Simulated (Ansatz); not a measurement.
Run on Ni (Im-3m) — Ni2 tilted by 20° from z and held

Theory: DFT, LDA, all-electron LAPW, scalar-relativistic in Ansatz.

Command: `ansatz run input.yaml --threads 2 --pin off --max-ram 4096MiB --backend cpu --events-out ev --progress --plain --runs-dir out`

```yaml
crystal:
  lattice:
    - [2.76743094, 0.0, 0.0]
    - [0.0, 2.76743094, 0.0]
    - [0.0, 0.0, 2.76743094]
  atoms:
    - { symbol: Ni, position: [0.0, 0.0, 0.0], spin: 0.5, spin_axis: [0.0, 0.0, 1.0] }
    - { symbol: Ni, position: [0.5, 0.5, 0.5], spin: 0.5, spin_axis: [0.34202014, 0.0, 0.93969262] }
magnetization:
  noncollinear: true
  spin_locking: { lock_directions: true }
kpoints:
  mp_grid: { grid: [11, 11, 11] }
scf:
  occupations: { method: fermi_dirac, width: 0.05 }
  max_iter: 150
  lower_state_search: "off"
hamiltonian:
  xc: lda
  pseudopotentials: { kind: all_electron, lapw: { basis_error: 0.001 } }
output:
  eigenvalues: false
```

Log:

```
settings of this run that can trade accuracy for cost: output.eigenvalues: false. Do not mix this run's numbers with those of runs without the same settings; the input reference describes each key
LAPW: plane waves up to 9.434 Å⁻¹, error target 1.0e-3 eV per atom; small_component_spin mean_spin; Ni in spheres of 1.198 Å, 18 of its electrons in bands, Dirac shells [] (how accurate: hamiltonian.pseudopotentials.lapw.basis_error, Limitations)
Engine: ansatz 0.2.0
Pseudopotentials: kind: all_electron
Pseudopotential: Ni, LAPW, valence charge 18, lapw/all_electron/scalar/gaussian/Ni, Koelling and Harmon's equation, gaussian nucleus
Functional definition: SPW92
  exchange = slater_x
  correlation = pw_c
Crystal: 2 atoms, lattice volume = 21.195 Å³
Basis set: ecut = 339.1005168601053 eV, 305 PW (Γ), exchange–correlation at level 2
Bands: 44, of which v1, the nominal top of the filled ones, is band 36 counted from 1 (35 counted from 0)
Symmetry: 96 space group operations + 96 with time reversal
Moments: of one size on atoms that these operations exchange, one fixing the others by the rotation that the starting moments gave each, and all in one plane where the starting moments lie in one or along one axis (crystal.symmetry.detect: false holds none)
k-points: 56 of 1331
Non-local potential: Ni, projectors of the file, none
Initial density: superposition of atomic densities (chi_scale 0.1, normalization cell)
Starting moments: Σ|m| = 1 μB on 2 of 2 sites
Initial wavefunctions: plane waves of lowest kinetic energy (no species holds an atomic orbital)
Functional: x = slater, c = lda
iter 1 solved again at ethr=9.42e-6 eV; its pass at ethr=1.00e-1 eV (dr2=3.39e-3 eV) is discarded
SCF iter   1: F=-82632.965261 eV  HF=-82633.018161 eV  |F-HF|=5.29e-2  |Δ(HF+E_count)|=         —  Δρ=5.68e-3  dr2=3.22e-3  dr2_m=2.76e-3  ethr=9.42e-6  |M|=8.66e-1 ∫|m|=8.92e-1 μB  β_m=0.30  ⟨swp⟩=3.8  Hψ=20079  notcnv=0
preconditioner: auto → none  [metal: Δε(μ)=0.015 eV  Ē_g=8.424 eV  σ=0.050 eV  W_gap=0.07  n_scr=6 (ndim 8)  ℏωp=36.1 eV  f_vac=0.000  D(μ)=3.59/eV (n_scr^D=56)]
iter 2 solved again at ethr=2.01e-7 eV; its pass at ethr=8.95e-6 eV (dr2=7.24e-5 eV) is discarded
SCF iter   2: F=-82632.988648 eV  HF=-82633.003831 eV  |F-HF|=1.52e-2  |Δ(HF+E_count)|=   1.43e-2  Δρ=4.25e-3  dr2=7.24e-5  dr2_m=1.04e-3  ethr=2.01e-7  |M|=8.59e-1 ∫|m|=8.97e-1 μB  β_m=0.35  ⟨swp⟩=2.0  Hψ=12569  notcnv=0
SCF iter   3: F=-82632.994194 eV  HF=-82632.999692 eV  |F-HF|=5.50e-3  |Δ(HF+E_count)|=   4.14e-3  Δρ=2.73e-3  dr2=3.26e-4  dr2_m=3.94e-4  ethr=2.01e-7  |M|=8.61e-1 ∫|m|=9.05e-1 μB  β_m=0.44  ⟨swp⟩=3.0  Hψ=8250  notcnv=0
SCF iter   4: F=-82632.998307 eV  HF=-82632.998117 eV  |F-HF|=1.90e-4  |Δ(HF+E_count)|=   1.58e-3  Δρ=7.49e-4  dr2=9.75e-6  dr2_m=2.81e-5  ethr=2.01e-7  |M|=8.67e-1 ∫|m|=9.24e-1 μB  β_m=0.58  ⟨swp⟩=3.0  Hψ=8220  notcnv=0
SCF iter   5: F=-82632.998787 eV  HF=-82632.998654 eV  |F-HF|=1.32e-4  |Δ(HF+E_count)|=         —  Δρ=7.48e-4  dr2=6.61e-7  dr2_m=2.83e-5  ethr=2.71e-8  |M|=8.76e-1 ∫|m|=9.38e-1 μB  β_m=0.70  ⟨swp⟩=3.0  Hψ=7641  notcnv=0
the basis was enlarged: its passes take 5.6 MiB over the memory plan, 2 of 2 planned eigensolver slots
SCF iter   6: F=-82632.998988 eV  HF=-82632.999008 eV  |F-HF|=2.01e-5  |Δ(HF+E_count)|=   3.54e-4  Δρ=7.60e-4  dr2=1.51e-6  dr2_m=2.90e-5  ethr=1.83e-9  |M|=9.03e-1 ∫|m|=9.71e-1 μB  β_m=0.33  ⟨swp⟩=3.0  Hψ=8260  notcnv=0
SCF iter   7: F=-82632.999227 eV  HF=-82632.999226 eV  |F-HF|=1.12e-6  |Δ(HF+E_count)|=   2.18e-4  Δρ=3.68e-4  dr2=4.60e-7  dr2_m=8.14e-6  ethr=1.83e-9  |M|=9.30e-1 ∫|m|=1.00e0 μB  β_m=0.81  ⟨swp⟩=3.0  Hψ=8260  notcnv=0
SCF iter   8: F=-82632.999275 eV  HF=-82632.999276 eV  |F-HF|=2.51e-7  |Δ(HF+E_count)|=   4.95e-5  Δρ=3.80e-5  dr2=2.24e-8  dr2_m=1.24e-7  ethr=1.28e-9  |M|=9.58e-1 ∫|m|=1.03e0 μB  β_m=0.76  ⟨swp⟩=3.0  Hψ=8258  notcnv=0
SCF iter   9: F=-82632.999290 eV  HF=-82632.999290 eV  |F-HF|=5.33e-8  |Δ(HF+E_count)|=   1.42e-5  Δρ=2.21e-5  dr2=3.25e-9  dr2_m=2.48e-8  ethr=6.22e-11  |M|=9.60e-1 ∫|m|=1.04e0 μB  β_m=0.88  ⟨swp⟩=3.0  Hψ=8240  notcnv=0
SCF iter  10: F=-82632.999288 eV  HF=-82632.999288 eV  |F-HF|=3.70e-9  |Δ(HF+E_count)|=   1.75e-6  Δρ=6.19e-6  dr2=7.18e-11  dr2_m=1.93e-9  ethr=9.02e-12  |M|=9.59e-1 ∫|m|=1.04e0 μB  ⟨swp⟩=3.0  Hψ=8144  notcnv=0
Constraint outer step 1 at iter 10: max|Δm| = 2.02e-2 μB  λ_eff = 1.000 eV/μB²  [c0 t0: gradient δμ = +4.042e-2 eV/μB]
Mixer restart at iter 10: flushing history
SCF iter  11: F=-82633.001498 eV  HF=-82633.000788 eV  |F-HF|=7.10e-4  |Δ(HF+E_count)|=         —  Δρ=4.05e-3  dr2=9.19e-8  dr2_m=8.84e-4  ethr=2.39e-12 (applied; sched 1.00e-12)  |M|=9.39e-1 ∫|m|=1.03e0 μB  β_m=0.88  ⟨swp⟩=5.5  Hψ=12799  notcnv=0  reapply=5
SCF iter  12: F=-82632.998572 eV  HF=-82632.997812 eV  |F-HF|=7.60e-4  |Δ(HF+E_count)|=   2.98e-3  Δρ=4.44e-3  dr2=1.19e-6  dr2_m=1.03e-3  ethr=2.55e-10  |M|=9.59e-1 ∫|m|=1.03e0 μB  β_m=0.65  ⟨swp⟩=4.1  Hψ=10307  notcnv=0
SCF iter  13: F=-82632.997740 eV  HF=-82632.997757 eV  |F-HF|=1.67e-5  |Δ(HF+E_count)|=   5.45e-5  Δρ=3.73e-4  dr2=4.89e-7  dr2_m=6.98e-6  ethr=2.55e-10  |M|=9.48e-1 ∫|m|=1.03e0 μB  β_m=0.82  ⟨swp⟩=4.0  Hψ=9949  notcnv=0
SCF iter  14: F=-82632.997790 eV  HF=-82632.997907 eV  |F-HF|=1.17e-4  |Δ(HF+E_count)|=   1.50e-4  Δρ=1.67e-4  dr2=2.90e-6  dr2_m=5.34e-7  ethr=2.55e-10  |M|=9.46e-1 ∫|m|=1.03e0 μB  β_m=0.64  ⟨swp⟩=3.8  Hψ=8629  notcnv=0
SCF iter  15: F=-82632.997859 eV  HF=-82632.997859 eV  |F-HF|=8.10e-8  |Δ(HF+E_count)|=   4.82e-5  Δρ=4.38e-5  dr2=1.15e-9  dr2_m=1.38e-7  ethr=2.55e-10  |M|=9.44e-1 ∫|m|=1.02e0 μB  β_m=0.82  ⟨swp⟩=3.1  Hψ=8307  notcnv=0
SCF iter  16: F=-82632.997845 eV  HF=-82632.997845 eV  |F-HF|=1.37e-7  |Δ(HF+E_count)|=   1.37e-5  Δρ=5.10e-5  dr2=3.28e-10  dr2_m=1.31e-7  ethr=3.21e-12  |M|=9.41e-1 ∫|m|=1.02e0 μB  β_m=0.91  ⟨swp⟩=3.7  Hψ=8607  notcnv=0
iter 17 did not close the SCF: its close was put off for a magnetic moment that had not settled (scf_convergence_deferred on its scf_iter line)
SCF iter  17: F=-82632.997863 eV  HF=-82632.997863 eV  |F-HF|=3.64e-10  |Δ(HF+E_count)|=   1.79e-5  Δρ=4.15e-6  dr2=2.35e-13  dr2_m=9.05e-10  ethr=2.79e-12 (applied; sched 1.00e-12)  |M|=9.41e-1 ∫|m|=1.02e0 μB  β_m=0.86  ⟨swp⟩=3.0  Hψ=8258  notcnv=0
SCF iter  18: F=-82632.997865 eV  HF=-82632.997865 eV  |F-HF|=2.91e-11  |Δ(HF+E_count)|=   1.66e-6  Δρ=1.22e-7  dr2=3.92e-15  dr2_m=8.33e-13  ethr=2.38e-12 (applied; sched 1.00e-12)  |M|=9.41e-1 ∫|m|=1.02e0 μB  ⟨swp⟩=2.0  Hψ=7069  notcnv=0
SCF 1 converged in 18 iterations: F = -82632.997865 eV  dr2 = 3.92e-15
SCF converged after 18 iterations
Stability not checked: this state was not tested for a lower state beside it, because a magnetisation constraint still acts at the end of the SCF (magnetization_constraint; see scf.lower_state_search)
Magnetization: |M| = 0.9406 μB,  M = (+0.1633, +0.0000, +0.9263) μB
Absolute magnetization: 1.0211 μB (∫|m|)
  site 0: m = (+0.0043, -0.0000, +0.4921) μB, |m| = 0.4921 μB  (R = 0.99 Å)
  site 1: m = (+0.1643, +0.0000, +0.4639) μB, |m| = 0.4921 μB  (R = 0.99 Å)
--- Magnetisation constraints (ε_frz = 1.0e-4 eV) ---
  site  kind           target                            achieved (μB)             |Δ|max (μB)  g (eV/μB)                     λ_eff  esc  ok   flags
  0     per_site_axis  ê (+0.000, +0.000, +1.000) ≥0.00  (+0.004, -0.000, +0.492)  4.30e-3      (+4.9e-2, -3.9e-46, +0.0e0)   1.000  0    yes
  1     per_site_axis  ê (+0.342, +0.000, +0.940) ≥0.00  (+0.164, +0.000, +0.464)  4.04e-3      (-4.6e-2, +3.9e-46, +1.7e-2)  1.000  0    yes
Free energy (F): -82632.997865 eV
Harris-Foulkes:  -82632.997865 eV  (|F-HF|=2.91e-11)
Internal energy: -82632.966750 eV  (E = F + TS)
E sigma→0 (E₀):  -82632.982307 eV
Entropy (-TS):   -0.031115 eV (-15.557 meV/atom)
Fermi energy:    18.285911 eV
--- Per-component energies (eV) ---
  E_band       = -549.867167
  E_kinetic    = 83916.695949
  E_xc         = -3326.664429
  E_constr_dc  = 0.000422  (∫m·b dr)
  E_electrostatic = -163222.998270  (all electrons and nuclei)
  E_smearing   = -0.031115  (= −TS)
  E_closure    = 0.000000  (closes the sum)
  E_penalty    = 0.000385  (constraint; not in F)
  E_atoms      = -82616.701191  (free atoms, spherical and without spin; not in F)
  Σ components = -82632.997865   (vs F -82632.997865, Δ=0.00e0)
  Basis errors (estimates in eV, not in F): energy 2.9e-4 per atom: plane waves 2.5e-4 (1.3e-4 summed), levels above the bands 3.4e-67, relativity 4.7e-9, radial functions 4.5e-5, core shells 6.9e-10; eigenvalues (radial functions only) 3.0e-7; not estimated: angular momenta, meshes, grids; target (lapw.basis_error) 1.0e-3; muffin-tin radii Ni 1.198 Å
settings of this run that can trade accuracy for cost: output.eigenvalues: false. Do not mix this run's numbers with those of runs without the same settings; the input reference describes each key
```

Site moments (μB): Ni1 (0.00, 0.00, 0.49); Ni2 (0.16, 0.00, 0.46). Cell moment 0.94 μB.

The Ansatz runs typed with the search for lower states off end where their start leads. These are results for the start and cell typed. The real compound can order otherwise, in a larger cell, or not at all, since semilocal functionals at zero temperature often overstate magnetism.

It took 120 s on 2 threads of Arm Neoverse V1, with other jobs on the host, peak memory 0.62 GiB.
